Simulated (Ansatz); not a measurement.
Zn (P6_3/mmc), clamped-ion strain scan

The calculation used Ansatz 0.2.0, DFT PBEsol, scalar-relativistic, plane waves, PAW. The runs took a 420 eV cutoff, a Γ-centred 24×24×10 mesh and Gaussian smearing (0.15 eV). No spin polarisation. Energies are free energies at this smearing, counted from the undisturbed cell; pressure is positive in compression.

Zero of the scan (as given, not relaxed at this level; it stands at -5.4 GPa):

```
Zn
1.0
     2.66480    0.00000    0.00000
    -1.33240    2.30778    0.00000
     0.00000    0.00000    4.94670
Zn
2
Direct
  0.33333 0.66667 0.25000
  0.66667 0.33333 0.75000
```

The cell is strained by ε times the Voigt pattern (0, 1, 0, 0, 0, 0) (xx, yy, zz, yz, xz, xy; engineering shear) with fractional coordinates fixed. The cell is metallic on the mesh throughout.

| ε | ΔE (meV/atom) |
| --- | --- |
| -0.0600 | -3.8 |
| -0.0450 | -9.6 |
| -0.0300 | -10.7 |
| -0.0150 | -7.4 |
| 0.0000 | 0.0 |
| 0.0150 | 10.5 |
| 0.0300 | 22.8 |
| 0.0450 | 36.1 |
| 0.0525 | 43.0 |
| 0.0600 | 50.0 |

Problem. Predict the stress summed along the pattern (GPa, tension positive) at each point.

Solution.
```csv
ε,"stress summed along the pattern (GPa, tension positive)"
-0.0600,-5.85
-0.0450,-2.40
-0.0300,0.85
-0.0150,3.81
0.0000,6.42
0.0150,8.17
0.0300,9.06
0.0450,9.54
0.0525,9.79
0.0600,10.01
```